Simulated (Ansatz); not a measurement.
This cell of Co (hcp, Mg type) is off equilibrium:

```xyz
2
Lattice="2.4825 0.0000 0.0000 -1.2412 2.1499 0.0000 0.0000 0.0000 3.9062" Properties=species:S:1:pos:R:3 pbc="T T T"
Co     0.0000     1.4333     2.9296
Co     1.2412     0.7166     0.9765
```

These are PBE (plane waves to 420 eV, PAW, scalar-relativistic; Ansatz, a program for electronic structure) values and carry that method's errors. k mesh 21×21×12 (Γ-centred), Fermi-Dirac smearing 0.05 eV. Energies are smeared free energies. Stress and pressure are positive under compression. With partly filled bands, the response to shear is sensitive to the k mesh, so small differences along c/a are uncertain. Co was relaxed with its symmetry unable to fall. Relaxed Co ends ferromagnetic. The PAW data are Ansatz's earlier set. Other magnetic orders were not checked, so this need not be the ground state.

Problem. What is the stress tensor (GPa)?

Solution. 
```
    6.6      0.0      0.0
    0.0      6.6      0.0
    0.0      0.0     15.8
```
The pressure, a third of the trace, is 9.6 GPa.

Problem. It is the relaxed cell deformed to V/V₀ = 0.960, (c/a)/(c/a)₀ = 0.973, c along z, fractional positions held. What is its energy relative to the relaxed cell?

Solution. 18 meV/atom.

(Under strain, the slope of the energy per volume gives the stress and its curvature an elastic modulus.)
